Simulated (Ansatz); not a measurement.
A: FeCo (CsCl type), a = 2.8451 Å, b = 2.8451 Å, c = 2.8451 Å, α = 90.00°, β = 90.00°, γ = 90.00°
B: Ir (fcc, Cu type), a = 3.871 Å, b = 3.871 Å, c = 3.871 Å, α = 90.00°, β = 90.00°, γ = 90.00°
C: Rh (fcc, Cu type), a = b = c = 3.830 Å, α = β = γ = 90.00°

Scan: energy against volume (even scaling of the relaxed cell, symmetry kept). One method and one kind of scan serve all of them; meshes and ranges differ. All were relaxed with their symmetry unable to fall. Ir is run without spin polarisation. Relaxed FeCo ends ferromagnetic. Rh is run without spin polarisation. Spin-orbit coupling is left out. The magnetic order is the one the run started from; other orders were not tried. (This holds for the magnetic or f-shell members.)

**Question.** Rank these by bulk modulus (fitted) (highest first), as PBE (plane waves to 420 eV, PAW, scalar-relativistic; Ansatz, a quantum-chemistry and plane-wave program) gives it.

**Answer.** B (346 GPa), C (256 GPa), A (191 GPa)

(A scan under strain: stresses follow from slopes of the energy per volume, elastic moduli from its curvatures.)
